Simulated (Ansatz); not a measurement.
An Ansatz (a first-principles code) run. Input:

Ansatz 0.2 input:
```yaml
crystal:
  lattice:
    - [4.168870061, 0.0, 0.0]
    - [0.0, 4.168870061, 0.0]
    - [0.0, 0.0, 3.1954884876]
  atoms:
    - { symbol: Ca, position: [0.5, 0.0, 0.2933058853] }
    - { symbol: Ca, position: [0.0, 0.5, 0.7066941147] }
    - { symbol: O, position: [0.0, 0.0, 0.0] }
    - { symbol: O, position: [0.5, 0.5, 0.0] }
kpoints:
  mp_grid: { grid: [7, 7, 9] }
hamiltonian:
  xc: r2scan
  pseudopotentials: { azcp: { folder: ./paw }, kind: paw }
scf:
  occupations: { method: fixed }
checkpoint: { read: static.run }
output: { bader: true, populations: true }
```

Output (shortened):

```
Pseudopotential: Ca, paw, valence charge 10
Pseudopotential: O, paw, valence charge 6
Functional definition: r2SCAN
Crystal: 4 atoms, lattice volume = 55.536 Å³
Basis set: ecut = 500 eV, 1411 PW (Γ), exchange–correlation on 128×128×96 points (64 copies of the dense FFT grid, shifted against one another)
Bands: 20, of which v1, the nominal top of the filled ones, is band 16 counted from 1 (15 counted from 0)
Symmetry: 16 space group operations
Space group: P4/nmm (ITA 129), of the structure as read, at distance tolerance 3.8e-5 Å
k-points: 50 of 441
Stability of the state it starts from, as read at its close in the unpolarized treatment …
iter 1 solved again at ethr=2.13e-7 eV; its pass at ethr=3.10e-3 eV (dr2=6.81e-5 eV) is discarded
SCF iter   1: F=—  HF=-4786.617352 eV  |F-HF|=—  |Δ(HF+E_count)|=         —  Δρ=9.53e-7  dr2=3.17e-10  dr2_τ=6.61e-11  ethr=2.13e-7  ⟨swp⟩=3.2  Hψ=7094  notcnv=0  defer=98
preconditioner: auto → Resta (q_TF=auto, 2.489 Å⁻¹)
SCF iter   2: F=-4786.617352 eV  HF=-4786.617352 eV  |F-HF|=8.46e-11  |Δ(HF+E_count)|=   1.23e-7  Δρ=5.62e-7  dr2=1.17e-10  dr2_τ=8.15e-11  ethr=1.00e-12  ⟨swp⟩=8.7  Hψ=6025  notcnv=0
SCF 1 converged in 2 iterations: F = -4786.617352 eV  dr2 = 1.17e-10
SCF converged after 2 iterations
Free energy (F): -4786.617352 eV
Harris-Foulkes:  -4786.617352 eV  (|F-HF|=8.46e-11)
Internal energy: -4786.617352 eV  (E = F + TS)
E sigma→0 (E₀):  -4786.617352 eV
Fermi energy:    7.923185 eV
--- Per-component energies (eV) ---
  E_band       = -227.104531
  E_kinetic    = 853.909166
  E_local      = -1800.525276  (includes V_loc(G=0)·N_el)
  E_nonlocal   = 282.531912
  E_hartree    = 600.401940
  E_xc         = -400.284656
  E_vxc        = -570.247165  (∫ρ·V_xc dr)
  E_paw        = -2071.393544  (= ΣΔE_a)
  E_vpaw       = -228.786134  (= ΣTr[D̂ρ^β])
  E_aug_tail   = 0.000529  (compensation charges beyond the density's cutoff)
  E_vtau       = 35.208560  (kinetic-family band-sum trace: ∫τ·v_τ [+ j·A + Jᵃ·Aᵃ] dr)
  E_ewald      = -2250.752210
  E_core_change = -0.505213  (= ΣΔE_core)
  E_smearing   =  0.000000  (= −TS)
  E_closure    = 0.000000  (closes the sum)
  Σ components = -4786.617352   (vs F -4786.617352, Δ=0.00e0)
  [band-id]    e_kinetic+e_local+e_nonlocal+2·e_hartree+e_vxc+e_vpaw+e_augmentation_tail+e_vtau = -227.104529   (vs E_band -227.104531, Δ=2.11e-6)
--- Band table (eV; the first three rows and the last of 50) ---
  k-point 0: bands = ["-31.9224", "-31.7653", "-12.2612", "-12.2612", "-12.1709", "-11.8262", "-11.7670", "-11.7670", "-8.7182", "-8.4852", "6.2110", "6.2110", "6.5980", "7.5665", "7.7988", "7.7988", "12.0061", "12.9405", "13.3881", "14.4262"]
  k-point 1: bands = ["-31.9115", "-31.7628", "-12.2487", "-12.2396", "-12.2396", "-11.8994", "-11.7722", "-11.7722", "-8.6431", "-8.4588", "6.1521", "6.1521", "6.3562", "7.2886", "7.7631", "7.7631", "12.3977", "13.0593", "13.6349", "14.7923"]
  k-point 2: bands = ["-31.8823", "-31.7580", "-12.4419", "-12.1806", "-12.1806", "-12.0715", "-11.7896", "-11.7896", "-8.4645", "-8.3907", "5.7984", "6.0040", "6.0040", "6.6657", "7.6709", "7.6709", "13.4044", "13.4869", "14.4337", "15.2356"]
  k-point 49: bands = ["-31.7810", "-31.7784", "-12.5549", "-12.4314", "-12.3856", "-12.2641", "-12.0573", "-12.0352", "-7.7511", "-7.7466", "5.7562", "5.9095", "6.1472", "6.2073", "7.4036", "7.5673", "13.6493", "13.8121", "14.2311", "14.3575"]
--- Löwdin populations: 4 sites ---
  site symbol       q [e]
     0     Ca      8.3173
     1     Ca      8.3173
     2      O      7.3489
     3      O      7.3489
  spilling = 0.020863 (of n_electrons = 32.000000)
--- Bader charges: 4 sites ---
  site symbol  charge [e]  shift [e]
     0     Ca      1.4991     0.0009
     1     Ca      1.4991     0.0009
     2      O     -1.4991     0.0009
     3      O     -1.4991     0.0009
  shift: an alarm, by how much a part of what the PAW files miss would move the charge. Where it is large, compare
  with a run on PAW files of another source; a small one proves nothing
  estimated error of the sums over rays = 2.2e-4 e
```

Cost: very roughly 24 core-seconds on shared cores.

The start of the workflow was typed in or built on a structure type; neither database checked (COD, Materials Project) lists it. It is not the phase usual at ambient conditions (space group No. 225). The cell was relaxed with r²SCAN under the symmetry of its start; its stability against distortions is not shown here. The volume moved by -17 % from the start of the relaxation.

Potentials: the earlier of the program's two PAW sets.

Ansatz is a plane-wave DFT program.
